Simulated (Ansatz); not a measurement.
Method: DFT PBE, scalar-relativistic, plane waves, PAW in Ansatz 0.2.0. All cells share a 420 eV cutoff and Γ-centred k meshes spaced at most about 0.3 Å⁻¹ (about 0.25 or finer for metals, 2π included). No spin polarisation in the final relaxations.

All energies are static (0 K, no zero-point motion).

Two relaxed structures of Ga₄P:

A.

```cif
data_structure
_symmetry_space_group_name_H-M 'P-43m'
_symmetry_Int_Tables_number 215
_cell_length_a 4.7149
_cell_length_b 4.7149
_cell_length_c 4.7149
_cell_angle_alpha 90.000
_cell_angle_beta 90.000
_cell_angle_gamma 90.000
_cell_volume 104.81
loop_
_atom_site_label
_atom_site_type_symbol
_atom_site_symmetry_multiplicity
_atom_site_Wyckoff_symbol
_atom_site_fract_x
_atom_site_fract_y
_atom_site_fract_z
_atom_site_occupancy
Ga1 Ga 4 e 0.29713 0.29713 0.29713 1
P1 P 1 a 0.00000 0.00000 0.00000 1
```

B.

```cif
data_structure
_symmetry_space_group_name_H-M 'I4/mmm'
_symmetry_Int_Tables_number 139
_cell_length_a 5.0581
_cell_length_b 5.0581
_cell_length_c 7.7573
_cell_angle_alpha 90.000
_cell_angle_beta 90.000
_cell_angle_gamma 90.000
_cell_volume 198.47
loop_
_atom_site_label
_atom_site_type_symbol
_atom_site_symmetry_multiplicity
_atom_site_Wyckoff_symbol
_atom_site_fract_x
_atom_site_fract_y
_atom_site_fract_z
_atom_site_occupancy
Ga1 Ga 4 e 0.00000 0.00000 0.31964 1
Ga2 Ga 4 c 0.00000 0.50000 0.00000 1
P1 P 2 a 0.00000 0.00000 0.00000 1
```

Task: Which form is favoured at zero pressure, and by what margin per atom?

Result: B is lower, by 10 meV/atom. A has space group P-43m (No. 215), 21.0 Å³/atom and no gap on its mesh; B has space group I4/mmm (No. 139), 19.8 Å³/atom and no gap. Counting Ga atoms around P (those within 1.25 times the shortest such distance or 1.15 times the sum of covalent radii, 1.27 where that leaves under three), A has P 4 and B has P 6. The denser one is the lower, and pressure would at first widen the difference. Even the lower one lies +0.12 eV/atom against the reference forms of the elements (uncorrected), so neither is stable at this level. In A, Ga has 1 P at 2.43 Å and 3 Ga at 2.71 Å; P has 4 Ga at 2.43 Å. In B, Ga on a site of symmetry 4mm has 1 P at 2.48 Å and 5 Ga at 2.80–2.89 Å; Ga on a site of symmetry mmm is surrounded by 2 P at 2.53 Å and 4 Ga at 2.89 Å; around P lie 6 Ga at 2.48–2.53 Å. Both come from invented guesses. A third cell relaxed alike, in P4/nbm, lies 90 meV/atom below the lower of the two.

The k mesh leaves some 4 meV/atom of noise in the energy of each metallic cell. A magnetic state wasn't ruled out in cells without spin, among them P-43m, I4/mmm. Cells relaxed within their symmetry can be saddle points.
